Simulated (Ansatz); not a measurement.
LaAs:
```yaml
crystal:
  lattice:
    - [0.00000, 3.10019, 3.10019]
    - [3.10019, 0.00000, 3.10019]
    - [3.10019, 3.10019, 0.00000]
  atoms:
    - { symbol: La, position: [0.00000, 0.00000, 0.00000] }
    - { symbol: As, position: [0.50000, 0.50000, 0.50000] }
```

Relaxed with r²SCAN. Special points in fractions of this cell's reciprocal vectors: Γ (0.000, 0.000, 0.000); X (0.500, 0.000, 0.500); U (0.625, 0.250, 0.625); K (0.375, 0.375, 0.750); L (0.500, 0.500, 0.500); W (0.500, 0.250, 0.750).

Question: List the band energies nearest the valence-band maximum at these points for the program Ansatz at the r²SCAN level (PAW).

Answer: In eV from the valence-band maximum; about four levels below and three above (degenerate sets whole), none deeper than 8.9 eV; points with the same levels are listed once.

```tsv
k	below	above
Γ	0.00 0.00 0.00	1.85 1.85 1.85
X	-1.29 -0.33 -0.33	0.08 2.90 2.93
U	-1.81 -1.33 -1.12	1.48 2.83 2.83
L	-3.23 -1.84 -1.84	2.53 2.79 2.79
W	-1.86 -1.26 -1.26	2.29 2.29 2.95 2.95
```

Space group Fm-3m (rock salt). The workflow started from a Materials Project entry (that database holds measured and hypothetical structures alike); the Crystallography Open Database files this formula in space group No. 225, but the cells were not matched. Whether it is the stable phase at ambient conditions was not checked. The r²SCAN relaxation kept the symmetry of its start; its stability against distortions is not shown here. Spin–orbit coupling is left out wherever it is not named.

Potentials: the earlier of the program's two PAW sets.
